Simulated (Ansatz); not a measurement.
Te2Mo in space group Pnnm (No. 58; Mo on 2a, Te on 4g) under volume change, plane-wave PAW PBE (Ansatz code), shape and atoms relaxed at each volume.

```json
[
 {"V (Å³/atom)": "21.955", "E − E(relaxed) (meV/atom)": "65.0", "P (GPa)": "10.55"},
 {"V (Å³/atom)": "22.678", "E − E(relaxed) (meV/atom)": "27.1", "P (GPa)": "6.38"},
 {"V (Å³/atom)": "23.402", "E − E(relaxed) (meV/atom)": "6.4", "P (GPa)": "2.91"},
 {"V (Å³/atom)": "24.126", "E − E(relaxed) (meV/atom)": "0.0", "P (GPa)": "0.00"},
 {"V (Å³/atom)": "24.850", "E − E(relaxed) (meV/atom)": "5.7", "P (GPa)": "-2.43"},
 {"V (Å³/atom)": "25.573", "E − E(relaxed) (meV/atom)": "21.3", "P (GPa)": "-4.43"},
 {"V (Å³/atom)": "26.297", "E − E(relaxed) (meV/atom)": "45.2", "P (GPa)": "-6.06"}
]
```

### Question
What does a third-order Birch–Murnaghan fit give for V₀, B₀ and B′?

### Answer
V₀ = 24.13 Å³/atom, B₀ = 87.9 GPa, B′ = 5.1.

The cell is a constructed one: a structure type filled with these elements; neither database checked (COD, Materials Project) lists it. It is not the phase usual at ambient conditions (space group No. 194). Symmetry was held in the PBE relaxation; its stability against distortions is not shown here. No spin polarisation was allowed. Spin–orbit coupling is left out wherever it is not named.

Potentials: the later of the program's two PAW sets.
